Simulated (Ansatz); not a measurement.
**Electric field gradients in GaCuSe2**

The cell is a measured structure from the Crystallography Open Database (COD) whose atoms were relaxed with PBE, the cell held.

```cif
data_structure
_symmetry_space_group_name_H-M 'P 1'
_symmetry_Int_Tables_number 1
_cell_length_a 6.7956
_cell_length_b 6.7956
_cell_length_c 6.7956
_cell_angle_alpha 131.158
_cell_angle_beta 131.158
_cell_angle_gamma 71.562
_cell_volume 174.07
loop_
_atom_site_label
_atom_site_type_symbol
_atom_site_fract_x
_atom_site_fract_y
_atom_site_fract_z
_atom_site_occupancy
Ga1 Ga 0.50000 0.50000 0.00000 1
Ga2 Ga 0.25000 0.75000 0.50000 1
Cu3 Cu 0.00000 0.00000 0.00000 1
Cu4 Cu 0.75000 0.25000 0.50000 1
Se5 Se 0.37500 0.36839 0.49339 1
Se6 Se 0.63161 0.12500 0.00661 1
Se7 Se 0.87500 0.88161 0.50661 1
Se8 Se 0.11839 0.62500 0.99339 1
```

Atoms are numbered from 1 in the order listed; like atoms form one site, named after its first atom.

The numbers come from a DFT calculation in Ansatz (r2SCAN, plane waves and PAW, scalar-relativistic, 500 eV cutoff, Γ-centred 7×7×7 k-points, Fermi–Dirac smearing 0.02 eV).

C_Q = eQV_zz/h, which is 24.18 MHz for Q = 1 b and V_zz = 10²¹ V/m²; η = (V_xx − V_yy)/V_zz.

⁶⁹Ga: I = 3/2, Q = 171.0 mb; Cu-63: I = 3/2, Q = -220.0 mb. Quadrupole moments are those of Pyykkö's year-2017 table.

**Question.** Give the quadrupolar parameters of the distinct sites.

**Answer.** 

```
site  atoms (order as listed)                     first shell  V_xx, V_yy, V_zz (10²¹ V/m²)     η  C_Q (MHz)
  Ga                     1, 2                  4 Se at 2.44 Å              0.00, 0.00, 0.00     –         ≈0
  Cu                     3, 4                  4 Se at 2.40 Å            -0.40, -0.40, 0.81  0.00      -4.29
  Se               5, 6, 7, 8  2 Cu at 2.40 Å, 2 Ga at 2.44 Å           2.46, 15.00, -17.46  0.72          –
```

An axis of threefold or higher order runs through Cu, so V_zz lies along it and η is zero.

Se has no stable isotope with a ground-state quadrupole moment in the table, so no C_Q is given.

With a gap of 0.5 eV on this mesh, small gradients can still move by 0.1 × 10²¹ V/m² or more as the k-mesh gets denser.
